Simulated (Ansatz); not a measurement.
Cs2RbInF6:
```
Cs2RbInF6
1.0
    0.00000     4.73207     4.73207
    4.73207     0.00000     4.73207
    4.73207     4.73207     0.00000
Cs Rb In F
2 1 1 6
Cartesian
  7.09810   7.09810   7.09810
  2.36603   2.36603   2.36603
  4.73207   4.73207   4.73207
  0.00000   0.00000   0.00000
  2.07835   4.73207   4.73207
  7.38578   4.73207   4.73207
  4.73207   2.07835   4.73207
  4.73207   7.38578   4.73207
  4.73207   4.73207   2.07835
  4.73207   4.73207   7.38578
```

Relaxed with r²SCAN.

Task: Give the Bader charges and basin volumes of the independent atoms, r²SCAN (plane waves, PAW; program Ansatz).

Result: 

```
atom  Bader charge (e)  Bader volume (Å³)
----  ----------------  -----------------
Cs1              +0.93               37.3
Rb3              +0.90               23.6
In4              +2.17               11.0
F5               -0.82               17.1
```

Space group Fm-3m. The workflow started from a Materials Project entry (that database holds measured and hypothetical structures alike); the Crystallography Open Database copy checked does not list it. Its standing as an ambient phase is unchecked. The cell was relaxed with r²SCAN under the symmetry of its start; its stability against distortions is not shown here. Scalar-relativistic: spin–orbit coupling is off unless named, which matters more the heavier the elements.

Potentials: the later of the program's two PAW sets.
